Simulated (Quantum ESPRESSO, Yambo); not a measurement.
At a photon energy of 7.38 eV, RPA with local fields on PBE bands shifted by a G0W0 scissor of 0.88 eV (Quantum ESPRESSO and Yambo; 15×15×8 mesh, 31 bands, 4 Ry local-field block, 0.2 eV broadening) gives ε = 9.41 + 14.2i for SiC (2H, space group P6_3mc, No. 186), field along x. Axes are Cartesian, with cell vectors (Å) (3.07, 0.00, 0.00), (-1.54, 2.66, 0.00), (0.00, 0.00, 5.05).

Problem. Work out n, κ, the normal-incidence reflectivity, the absorption coefficient and the penetration depth.

Solution. 
|ε| = 17.03; n = √((|ε| + ε1)/2) = 3.64, κ = √((|ε| − ε1)/2) = 1.95. R = ((n − 1)² + κ²)/((n + 1)² + κ²) = 0.43. α = 2Eκ/(ħc) with ħc = 197.327 eV nm: 0.1461 per nm = 15 × 10⁵ per cm, a 1/e depth of 6.8 nm. The computed direct gap is 4.86 eV, and the energy scale of the real crystal may differ from it. Excitonic effects are left out, and values at one energy depend on mesh and broadening. The scissor comes from a G0W0 run whose convergence isn't established. Convergence of the RPA response with its 15×15×8 mesh was not tested.

Geometry of the Materials Project entry, not relaxed at this level; primitive cell a = b = 3.074 Å, c = 5.045 Å, α = β = 90.00°, γ = 120.00°.
